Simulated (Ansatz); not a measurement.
# Calculated field gradients at the nuclei for AlN

The cell is a structure deposited in the COD, ions relaxed with PBE at fixed cell.

```xyz
4
Lattice="3.1130 0.0000 0.0000 -1.5565 2.6959 0.0000 0.0000 0.0000 4.9810" Properties=species:S:1:pos:R:3 pbc="T T T"
Al    0.0000    1.7973   -0.0049
Al    1.5565    0.8986    2.4856
N     0.0000    1.7973    1.8977
N     1.5565    0.8986    4.3882
```

Atom numbers follow the list; atoms alike are taken as one site, whose name carries the number of the first.

Level of theory: DFT, PBE, plane waves and PAW (field gradients read without the response of the frozen cores, which leaves them typically 4 to 6 % off), scalar-relativistic, 420 eV cutoff, Γ-centred 10×10×6 k-points, Fermi–Dirac smearing 0.02 eV (Ansatz 0.2.0).

C_Q = eQV_zz/h, which is 24.18 MHz for Q = 1 b and V_zz = 10²¹ V/m²; η = (V_xx − V_yy)/V_zz. ν_Q = 3|C_Q|/[2I(2I − 1)].

²⁷Al: I = 5/2, Q = 146.6 mb; 14N: I = 1, Q = 20.44 mb. Q values from Pyykkö, Mol. Phys. 116, 1328 (2018).

| site | atoms (order as listed) | first shell | C_Q (MHz) | η | ν_Q (MHz) |
| --- | --- | --- | --- | --- | --- |
| Al | 1, 2 | 4 N at 1.89–1.90 Å; also 1 N at 3.08 Å | 1.62 | 0.00 | 0.243 |
| N | 3, 4 | 4 Al at 1.89–1.90 Å; also 1 Al at 3.08 Å | -0.010 | 0.00 | 0.015 |

An axis of threefold or higher order runs through Al and N, so V_zz lies along it and η is zero.

The relaxation (4 steps) took 2.9 s of wall time (2.8 s of CPU time) and 0.41 GiB at its peak, on 1 thread of AMD EPYC 9R45 (Zen 5) (x86_64; 16 cores open to the job, memory cap 3.0 GiB, no GPU), a shared host with a load of 0.1 a core.
